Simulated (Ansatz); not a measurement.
Input:

Cu$_{3}$Au:
```cif
data_AuCu3
_chemical_formula_sum 'Au1 Cu3'
_space_group_name_H-M_alt 'Pm-3m'
_space_group_IT_number 221
_space_group_name_Hall '-P 4 2 3'
_cell_length_a 3.78083
_cell_length_b 3.78083
_cell_length_c 3.78083
_cell_angle_alpha 90.000
_cell_angle_beta 90.000
_cell_angle_gamma 90.000
loop_
_atom_site_label
_atom_site_type_symbol
_atom_site_symmetry_multiplicity
_atom_site_Wyckoff_symbol
_atom_site_fract_x
_atom_site_fract_y
_atom_site_fract_z
_atom_site_occupancy
Au1 Au 1 a 0.00000 0.00000 0.00000 1
Cu1 Cu 3 c 0.00000 0.50000 0.50000 1
```

This is the PBE-relaxed structure.

Q: All from PBE (plane waves, PAW; program Ansatz), unless another level is named. Predict the highest zone-centre frequency.

A: 205 cm⁻¹.

Q: What about the Poisson's ratio?

A: 0.35.

Q: And the elastic constants (relaxed ions, GPa)?

A: C11 = 180, C12 = 123, C44 = 64.5.

The cell was relaxed with PBE under the symmetry of its start; of distortions, only those at the zone centre were tested. The run is not spin-polarised. As this level gives no gap, shear constants depend on the k-mesh and smearing (Fermi–Dirac, 0.1 eV here). As this level gives no gap, phonon frequencies hold no LO–TO term and depend on the k-mesh and smearing (Fermi–Dirac, 0.1 eV here). Scalar-relativistic: spin–orbit coupling is off unless named, which matters more the heavier the elements.

Potentials: the later of the program's two PAW sets.
